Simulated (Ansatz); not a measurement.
**Structure optimisation: tellurium, hcp**

Level of theory: DFT, LDA (PW92), plane waves (420 eV) with PAW, scalar-relativistic in Ansatz. The PAW files were generated under PBE, with cores re-solved for the functional.

k-point mesh 11×11×6, Fermi-Dirac smearing 0.1 eV, no spin polarisation. Cell and atoms relax.

Starting structure:

```xyz
2
Lattice="3.4421 0.0000 0.0000 -1.7210 2.9809 0.0000 0.0000 0.0000 5.6209" Properties=species:S:1:pos:R:3 pbc="T T T"
Te    0.0000    1.9873    1.4052
Te    1.7210    0.9936    4.2157
```

Q: What cell does the relaxation end in?

A: P6_3/mmc with a = 3.888 Å, c = 4.403 Å (c/a = 1.132); 28.83 Å³ per atom against 28.84 at the start (0.0 %).

The cell has left the hcp structure type; it ends in P6_3/mmc.

Q: How much energy does the relaxation gain?

A: 224.8 meV per atom.

Path of the relaxation (the plane waves are chosen anew near the end, which can shift the energy a little):

| step | E − E(final) (meV/atom) | V (Å³/atom) | P (GPa) | max force (eV/Å) |
| --- | --- | --- | --- | --- |
| 0 | 224.78 | 28.837 | -4.63 | 0.000 |
| 1 | 176.86 | 26.136 | 0.85 | 0.000 |
| 2 | 158.43 | 26.012 | 1.37 | 0.000 |
| 3 | 97.80 | 26.188 | 1.71 | 0.000 |
| 4 | 37.11 | 26.675 | 2.15 | 0.000 |
| 5 | 4.87 | 28.149 | 0.49 | 0.000 |
| 6 | 1.76 | 28.609 | 0.43 | 0.000 |
| 7 | 1.44 | 28.718 | 0.02 | 0.000 |
| 8 | 0.13 | 28.718 | 0.11 | 0.000 |
| 9 | 0.03 | 28.829 | 0.03 | 0.000 |
| 10 | 0.00 | 28.829 | 0.03 | 0.000 |
